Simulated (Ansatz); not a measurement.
Space group P6_3/mmc (No. 194). a = 3.038 Å, b = 3.038 Å, c = 13.637 Å, α = 90.00°, β = 90.00°, γ = 120.00°
```tsv
atom	site	symmetry	x	y	z
Ti	4f	3m.	0.3333	0.6667	0.0833
Al	2d	-6m2	0.3333	0.6667	0.7500
C	2a	-3m.	0.0000	0.0000	0.0000
```

Equation of state of this Ti2AlC structure (not necessarily the ground state), with shape and atoms relaxed at each volume where symmetry leaves them free. It has no gap at any of these volumes. Level of theory: Ansatz 0.2.0, DFT PBEsol, scalar-relativistic, plane waves, PAW.

Plane waves to 420 eV, a k mesh through Γ of 12×12×4 on the computed 8-atom cell and Gaussian smearing (0.10 eV); no spin polarisation.

```
V (Å³/atom) E − E(largest V) (meV/atom) P (GPa)
     11.989                        58.81    24.20
     12.398                         6.84    16.67
     12.806                       -27.35    10.23
     13.215                       -46.29     4.71
     13.624                       -52.18    -0.02
     14.032                       -46.91    -4.05
     14.441                       -32.12    -7.48
     14.986                         0.00   -11.26
```

Problem. Fit a third-order Birch–Murnaghan equation to E(V).

Solution. V0 = 13.63 Å³/atom, B0 = 145 GPa, B0' = 4.2.